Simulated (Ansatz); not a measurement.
VN:
```yaml
crystal:
  lattice:
    - [-1.34224, 1.34224, 4.76783]
    - [1.34224, -1.34224, 4.76783]
    - [1.34224, 1.34224, -4.76783]
  atoms:
    - { symbol: V, position: [0.74917, 0.74917, 0.00000] }
    - { symbol: V, position: [0.49917, 0.99917, 0.50000] }
    - { symbol: N, position: [0.16683, 0.16683, 0.00000] }
    - { symbol: N, position: [0.91683, 0.41683, 0.50000] }
```

Relaxed with PBE. Special points in fractions of this cell's reciprocal vectors: Γ (0.000, 0.000, 0.000); X (0.000, 0.000, 0.500); P (0.250, 0.250, 0.250); N (0.000, 0.500, 0.000); M (0.500, 0.500, -0.500); S (0.270, 0.730, -0.270); S0 (-0.270, 0.270, 0.270); R (-0.040, 0.040, 0.500); G (0.500, 0.500, -0.040).

### Question
List the band energies nearest the Fermi level at these points for the program Ansatz at the PBE level (PAW).

### Answer
In eV from the Fermi level; about four levels below and three above (degenerate sets whole), none deeper than 8.9 eV; points with the same levels are listed once.

| k | below | above |
|---|---|---|
| Γ | -2.71 -2.71 -2.51 -2.41 | 1.12 1.51 2.09 |
| X | -4.39 -4.39 -0.56 -0.56 | 2.34 2.34 2.57 2.57 |
| P | -4.43 -4.43 -0.53 -0.53 | 2.35 2.35 2.42 2.42 |
| N | -3.55 -2.97 -1.88 -0.96 | 0.30 1.29 1.71 |
| M | -2.91 -2.91 -2.10 -2.10 | 1.31 1.31 1.89 1.89 |
| S | -3.55 -3.29 -1.83 -0.71 | 0.15 1.49 1.61 |
| R | -4.36 -4.36 -0.60 -0.60 | 2.24 2.24 2.57 2.57 |

Space group I4_1md. A made-up cell: these elements were put on the sites of a structure type; neither database checked (COD, Materials Project) lists it. It is not the phase usual at ambient conditions (space group No. 225). The cell was relaxed with PBE under the symmetry of its start; whether a distortion lowers the energy is not shown. The workflow began spin-polarised and lost its moments. The Fermi level of a semimetal is unsure by some 0.05 eV on such meshes.

Potentials: the later of the program's two PAW sets.
